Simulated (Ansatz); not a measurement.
## VSi2 (P6_422): electronic heat capacity and spin susceptibility from the density of states

Method: DFT PBEsol, scalar-relativistic, plane waves, PAW (Ansatz 0.2.0).

Settings: cutoff 420 eV, Γ-centred mesh 12×12×6 on the computed 9-atom cell, Gaussian smearing of 0.10 eV; no spin polarisation.

Relaxed cell: P6_422, a = 4.522 Å, b = 4.522 Å, c = 6.323 Å, α = 90.00°, β = 90.00°, γ = 120.00°, 9 atoms in the primitive cell. Whether it is the stable form of this composition wasn't checked.

The density of states at the Fermi level is 7.042 states/eV in the cell of 9 atoms (3 formula units; both spins, tetrahedra on a 18×18×9 mesh).

Task: What Sommerfeld coefficient and Pauli susceptibility does this give?

Result: Per formula unit N(E_F) = 2.347 states/eV. γ = (π²/3) k_B² N(E_F) N_A = 2.357 mJ/(mol K²) per state/eV, so γ = 5.5 mJ/(mol K²), a mole of formula units. χ_P = μ_B² N(E_F) N_A = 3.23×10⁻⁵ emu/mol per state/eV gives 7.6×10⁻⁵ emu/mol. This is the bare band result: a measured γ of the same phase is as a rule larger by a factor 1 + λ from phonons and spin fluctuations, the spin part of χ is larger by the Stoner factor, and a measured χ also holds orbital and core terms. N(E_F) at one energy is sensitive to the mesh where the density of states has sharp peaks.

A ferromagnetic start lost its moments in a first run, so spin was left out; other magnetic orders weren't tried.

Cost: 1 run of about 4.7 core-minutes, on Intel Xeon 6975P-C (Granite Rapids) (shared hosts).